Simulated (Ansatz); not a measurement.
A trial cell of ScOsC6N6, before relaxation:

Space group Fm-3m (No. 225). a = 10.372 Å, b = 10.372 Å, c = 10.372 Å, α = 90.00°, β = 90.00°, γ = 90.00°
```
atom  site  symmetry       x       y       z
  Sc    4b      m-3m  0.5000  0.0000  0.0000
  Os    4a      m-3m  0.0000  0.0000  0.0000
   C   24e      4m.m  0.1828  0.0000  0.0000
   N   24e      4m.m  0.2956  0.0000  0.0000
```

Method: DFT PBE, scalar-relativistic, plane waves, PAW in Ansatz. Cutoff 420 eV, Gaussian smearing, Γ-centred meshes. Cell and atoms relax first on a coarse mesh and then on a finer one. In between, the cell is made exact in the group found at 0.06 Å. In metals the finer mesh still leaves noise of several meV/atom or more. The steps can't lower the symmetry of their start. Collinear spin, starting moments Os 1.0 μB.

A guess keeps its type if space group and coordination stay and the shape of the cell changes little (axis ratios within about 15 %, angles within 6°); the volume may change.

Problem. Does this structure survive the relaxation?

Solution. It keeps its type. The symmetry stays Fm-3m (No. 225). The volume per atom grows by 12.4 %, from 19.9 to 22.4 Å³. The shortest distance stays 1.17 Å (C–N). Counting neighbours within 15 % of an atom's shortest distance, the start has C 1, N 1, Os 6, Sc 6 and the end C 1, N 1, Os 6, Sc 6.

The zero of energy is the elements' standard structures at the same level (N₂ as a molecule); no fitted shifts are applied.

Problem. At what energy does it end?

Solution. −0.04 eV/atom. It lies below the elements, which doesn't yet make it stable against other compounds or structures.

The last run used collinear spin, a 6×6×6 mesh for its 14-atom cell and Gaussian smearing of 0.10 eV. The k mesh leaves some 4 meV/atom of noise in the energy of each metallic cell. These runs have no spin–orbit coupling, which can matter for Os. The reference form of C is held partly by dispersion forces, which this level lacks. Another magnetic order may lie lower. Symmetry constrained the relaxation, so the result can be a saddle point.
